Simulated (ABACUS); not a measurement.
Worked example: self-consistent single point of SnO2 (P4_2/mnm, 6 atoms in the cell; from Materials Project mp-856) in ABACUS.

All values come from this method and carry its errors: PBE, PseudoDojo 0.5 standard norm-conserving PBE (tails mended) pseudopotentials (plane waves; ABACUS).

```
CELL_PARAMETERS angstrom
      4.76482     0.00000     0.00000
      0.00000     4.76482     0.00000
      0.00000     0.00000     3.20750
ATOMIC_POSITIONS crystal
  Sn 0.50000 0.50000 0.50000
  Sn 0.00000 0.00000 0.00000
  O  0.19403 0.80597 0.50000
  O  0.80597 0.19403 0.50000
  O  0.69403 0.69403 0.00000
  O  0.30597 0.30597 0.00000
```

Reference input (self-consistent single point, DFT, PBE, plane waves, PseudoDojo 0.5 standard norm-conserving PBE (tails mended) pseudopotentials): KPT = MP 5 5 7 0 0 0; basis_type = pw; ecutwfc = 84 Ry; smearing_method = gaussian; smearing_sigma = 0.00367493 Ry; potentials = PseudoDojo 0.5 standard norm-conserving PBE (tails mended); symmetry = 1; symmetry_prec = 1e-05; ks_solver = dav_subspace; scf_nmax = 100; scf_thr = 1.0e-09 Ry; mixing_type = broyden. This run's input differs from it in these lines:

```diff
@@ -51,3 +51,3 @@
 MP
-5 5 7 0 0 0
+1 1 1 0 0 0
```

Output, abridged:

```
 SELF-CONSISTENT
 -------------------------------------------
                                 init_chg = atomic

 PW ALGORITHM --------------- ION=   1  ELEC=   1--------------------------------

 Density error is 2.27630048187
                          Error Threshold = 0.01
 E_KohnSham     -446.6558377797      -6077.0644387674
 E_Fermi        0.6404622738         8.7139362780

 PW ALGORITHM --------------- ION=   1  ELEC=   2--------------------------------

 Density error is 0.102898719518
                          Error Threshold = 0.00437750092668
 E_KohnSham     -447.0216563913      -6082.0416563202
   [... lines left out ...]

 Density error is 1.51317000631e-08
                          Error Threshold = 4.21237978428e-10
 E_KohnSham     -447.0288342280      -6082.1393157984
 E_Fermi        0.7739974184         10.5307751281

 PW ALGORITHM --------------- ION=   1  ELEC=   9--------------------------------

 Density error is 8.81213544676e-10
                          Error Threshold = 2.90994231984e-11
 E_KohnSham     -447.0288342331      -6082.1393158681
 E_KS(sigma->0) -447.0288342331      -6082.1393158681
 E_entropy(-TS) -0.0000000000        -0.0000000000
 E_Fermi        0.7740227047         10.5311191650
 charge density convergence is achieved
 final etot is -6082.1393159 eV
 EFERMI = 10.531119165 eV

 STATE ENERGY(eV) AND OCCUPATIONS    NSPIN == 1
   [... 33 lines left out ...]

 TOTAL-FORCE (eV/Angstrom)
                       Sn1         0.0000000000         0.0000000000         0.0000000000
                       Sn2         0.0000000000         0.0000000000         0.0000000000
                        O1        -0.3868691163         0.3868691163         0.0000000000
                        O2         0.3868691163        -0.3868691163         0.0000000000
                        O3        -0.3868691163        -0.3868691163         0.0000000000
                        O4         0.3868691163         0.3868691163         0.0000000000

 TOTAL-STRESS (KBAR)
       103.3323963417         0.0000000000         0.0000000000
         0.0000000000       103.3323963417         0.0000000000
         0.0000000000         0.0000000000        36.6885674781
 TOTAL-PRESSURE: 81.117787 KBAR

 --------------------------------------------
 !FINAL_ETOT_IS -6082.1393158681266868 eV
 --------------------------------------------
```

The run converged in 9 iterations. Against the reference run the free energy rises by 1.56 eV/atom, the pressure goes from 6.56 to 8.11 GPa and the largest force goes from 0.018 to 0.547 eV/Å.

This run is one point of a test of settings, so its values need not be converged; read them against the reference run alone. The structure comes from a collection of computed structures, made at another level of theory; the collection holds predicted forms beside known ones. With one or two k-points the zone of this small cell is coarsely sampled: energies, forces and stress carry that error and can break the symmetry, so a converged loop does not mean converged values.

“Tails mended”: in these copies of the files the far tail of each local potential was reset to the Coulomb form.
